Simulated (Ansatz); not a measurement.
Cs$_{2}$NaBiF$_{6}$:
```
Cs2NaBiF6
1.0
    0.00000     4.46379     4.46379
    4.46379     0.00000     4.46379
    4.46379     4.46379     0.00000
Cs Na Bi F
2 1 1 6
Cartesian
  2.23189   2.23189   2.23189
  6.69568   6.69568   6.69568
  4.46379   4.46379   4.46379
  0.00000   0.00000   0.00000
  4.46379   4.46379   2.23640
  4.46379   4.46379   6.69118
  2.23640   4.46379   4.46379
  6.69118   4.46379   4.46379
  4.46379   2.23640   4.46379
  4.46379   6.69118   4.46379
```

Relaxed with LDA. Special points in fractions of this cell's reciprocal vectors: Γ (0.000, 0.000, 0.000); X (0.500, 0.000, 0.500); U (0.625, 0.250, 0.625); K (0.375, 0.375, 0.750); L (0.500, 0.500, 0.500); W (0.500, 0.250, 0.750).

Q: List the band energies nearest the valence-band maximum at these points for DFT-LDA in the program Ansatz with PAW potentials.

A: In eV from the valence-band maximum; about four levels below and three above (degenerate sets whole), none deeper than 8.9 eV; points with the same levels are listed once.

```tsv
k	below	above
Γ	-1.88 -1.88 -1.88 -0.76	4.91 4.91 4.91
X	-2.06 -2.06 -1.89 -0.03	5.41 5.84 5.84
U	-2.11 -2.09 -1.91 -0.01	5.53 5.67 5.82
L	-2.01 -2.01 -1.93 -1.93 -0.09	5.14 5.60 5.60
W	-2.17 -1.98 -1.98 0.00	5.65 5.65 5.79
```

Space group Fm-3m. The first step of the workflow began from a Materials Project structure, measured or hypothetical; the Crystallography Open Database files this formula in space group No. 225, but the cells were not matched. Whether it is the stable phase at ambient conditions was not checked. Symmetry was held in the LDA relaxation; of distortions, only those at the zone centre were tested. Scalar-relativistic: spin–orbit coupling is off unless named, which matters more the heavier the elements.

Potentials: the later of the program's two PAW sets.
